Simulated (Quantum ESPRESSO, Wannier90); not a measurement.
Ag (hcp (Mg type), model phase), plane waves to Wannier functions

```xyz
2
Lattice="2.9223 0.0000 0.0000 -1.4611 2.5308 0.0000 0.0000 0.0000 4.7017" Properties=species:S:1:pos:R:3 pbc="T T T"
Ag     1.4611    -0.8436     1.1754
Ag    -1.4611     0.8436    -1.1754
```

Materials Project entry mp-10597; symmetrised, unrelaxed at this level. This isn't the element's usual structure (fcc); take it as a model of another phase. Computed values, not measurements, from PBEsol: Quantum ESPRESSO (norm-conserving PseudoDojo potentials, cutoff 66 Ry, no spin polarisation, no spin-orbit coupling) on a Γ-centred 12×12×4 mesh, then Wannier90. Density: 18×18×10 mesh, cold smearing 0.01 Ry.

Functional, cutoff and mesh named above are those of the base row (1); the first column says what each row takes instead. Model: 18 functions from bands 9-37, start hydrogen-like Ag: s;p;d, disentangled but not localised (num_iter = 0), frozen window tied to the conduction edge or Fermi level of each row, as listed, which moves Ω_I and hoppings a little by itself. Energies are relative to the Fermi level; the misfit is to pw.x on a path, for states up to 1.0 eV relative to the Fermi level. The lattice is scaled uniformly, fractional positions fixed. The disentangled Ω_I can sit in another minimum from row to row.

```csv
scale,frozen to (eV),Ω_I (Å²),rms misfit (meV),bottom of band 9 (eV),on-site Ag1 pz minus Ag1 s (eV),"hopping modulus Ag1 px – Ag1 px, R = 1 0 0 (eV)","hopping modulus Ag1 s – Ag1 px, R = 1 0 0 (eV)","hopping modulus Ag2 s – Ag1 s, R = 0 1 -1 (eV)","hopping modulus Ag2 px – Ag2 dx2-y2, R = 1 0 0 (eV)"
0.97,1.50,15.28,6.4,-8.35,6.46,2.981,1.773,0.874,0.431
0.99,1.50,15.50,5.9,-7.88,6.44,2.846,1.680,0.830,0.393
1,1.50,15.60,5.6,-7.66,6.42,2.778,1.634,0.809,0.376
1.01,1.50,15.72,5.0,-7.45,6.41,2.717,1.592,0.786,0.356
1.03,1.50,15.92,4.5,-7.06,6.38,2.594,1.509,0.745,0.325
```
